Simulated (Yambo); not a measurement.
Yambo run on BaP₃ (space group C2/m, No. 12). The wavefunctions are LDA (pw.x of Quantum ESPRESSO, ONCV potentials, without SOC) ones on a 2×2×4 mesh (25 occupied bands); a = b = 7.0543 Å, c = 4.7877 Å, α = β = 108.66°, γ = 66.48°.

Yambo input:

```
rim_cut
gw0
dyson
el_el_corr
HF_and_locXC
cohsex
em1s
RandQpts= 1000000
RandGvec= 1 Ry
EXXRLvcs= 56.6 Ry
VXCRLvcs= 226.4 Ry
Chimod= "HARTREE"
% BndsRnXs
 1 | 281 |
%
NGsBlkXs= 7 Ry
% LongDrXs
 1.0 | 1.0 | 1.0 |
%
ExtendOut
% QPkrange
 1 | 1 | 25 | 26 |
 3 | 3 | 25 | 25 |
%
```

k points by index: 1 = Γ, 3 = (0, 0, -0.5).

Table of the .qp output:

```
#    K-point    Band    Eo [eV]    E [eV]    E-Eo [eV]    Vxc [eV]    Vnlxc [eV]    Sc|Eo [eV]    Re(Z)    Im(Z)
#
    1    25    -0.138815    -2.561440    -2.422625    -11.00598    -12.33931    -1.089297    1.000000    0.000000
    1    26    0.545490    -0.845714    -1.391204    -9.625574    -5.987431    -5.029347    1.000000    0.000000
    3    25    0.000000    -2.539136    -2.539136    -11.07958    -12.74942    -0.869298    1.000000    0.000000
```
(The two width columns are left out.) Convergence of these settings isn't established.

Geometry of the Materials Project entry, not relaxed at this level.

The structure is a Materials Project entry; no match was found in the copy of COD used, and its stability was not checked.
